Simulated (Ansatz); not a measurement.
Phonons of a relaxed structure of ZrO$_{2}$ by density-functional perturbation theory (low response-accuracy setting, no LO–TO term) at Γ and zone-boundary points with q components 0 or ½ of the primitive reciprocal vectors. These are r2SCAN (plane waves to 500 eV, PAW, scalar-relativistic; Ansatz, a quantum-chemistry and plane-wave program) values and carry that method's errors. Γ-centred k-mesh 8×8×6, Fermi–Dirac smearing 0.05 eV.

```
CELL_PARAMETERS angstrom
      3.60108     0.00000     0.00000
      0.00000     3.60108     0.00000
      0.00000     0.00000     5.22992
ATOMIC_POSITIONS crystal
  Zr 0.00000 0.00000 0.00000
  Zr 0.50000 0.50000 0.50000
  O  0.00000 0.50000 0.30361
  O  0.50000 0.00000 0.69639
  O  0.00000 0.50000 0.80361
  O  0.50000 0.00000 0.19639
```

Space group P4₂/nmc (No. 137).

| q | wavenumbers (cm⁻¹; i marks imaginary) |
|---|---|
| Γ | 0 (×3), 101 (×2), 135 (×2), 300, 301, 332, 438 (×2), 439 (×2), 598, 643 (×2), 646 |
| X (½, 0, 0) | 109 (×2), 148 (×2), 250 (×2), 287 (×2), 330 (×2), 392 (×2), 557 (×2), 562 (×2), 694 (×2) |
| M (½, ½, 0) | 111 (×2), 175 (×2), 188 (×2), 200 (×2), 275 (×2), 435 (×2), 544 (×2), 579 (×2), 714 (×2) |
| Z (0, 0, ½) | 45 (×2), 87 (×2), 144 (×2), 216 (×2), 399 (×2), 470 (×2), 489 (×2), 642 (×2), 651 (×2) |

Q: What do these wavenumbers say about the structure?

A: No instability shows at these points (nothing beyond 15i cm⁻¹, the threshold used here). Other wavevectors were not sampled, so this does not prove stability.

No spin polarisation in the result.

The first start was generated by placing the elements on the sites of a structure type. A measured structure of ZrO2 has the same space group, P4₂/nmc (No. 137); the sites were not compared with it.
